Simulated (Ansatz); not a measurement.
**Al$_{2}$Cu: energy along a strain**

Al$_{2}$Cu, I4/mcm, a = 5.993 Å, c = 4.828 Å. The structure is a COD entry; whether it is the stable form wasn't checked. Ansatz: PBEsol, PAW, 420 eV, Γ-centred 12×12×12 mesh on 6 atoms, Gaussian smearing 0.15 eV; no spin polarisation. Cell vectors (Å): -2.997 2.997 2.414; 2.997 -2.997 2.414; 2.997 2.997 -2.414. The cell is strained by x per cent times the pattern (0 1 0 0 0 0) in the order xx yy zz yz xz xy (engineering shears), with fractional coordinates held. y is the free energy over the start, V0 = 14.450 Å³/atom.

| x (%) | y (meV/atom) |
| --- | --- |
| -4.00 | ? |
| -2.00 | 4.03 |
| 0.00 | 0.00 |
| 1.00 | 0.67 |
| 3.00 | 7.02 |
| 4.00 | 12.58 |

Problem. Fit y = c1 x + c2 x² + c3 x³ to the other rows, get the stiffness along the pattern, and predict the missing energy.

Solution. Least squares on the rows shown. y = −0.20531 x + 0.88233 x² − 0.011204 x³. The clamped-ion stiffness p·C·p = 2 × 8.823 eV × 160.2 / 14.450 Å³ = 196 GPa, which is C22 in these axes; c1 is there for the stress left in the start, which by itself gives a slope of -0.19 meV/atom per %. At x = -4.00 the fit asked for gives 15.66 meV/atom. The run gave 16.02 meV/atom, so the fit is 0.36 meV/atom too low, 2.2 % of the span of the series, against an rms of 0.003 meV/atom on the fitted rows. The row lies outside the fitted range. With a term in x⁴ added, a fit to the same known rows (none to spare) predicts 15.79 meV/atom, which recovers part of the miss; the known rows don't hold the rest.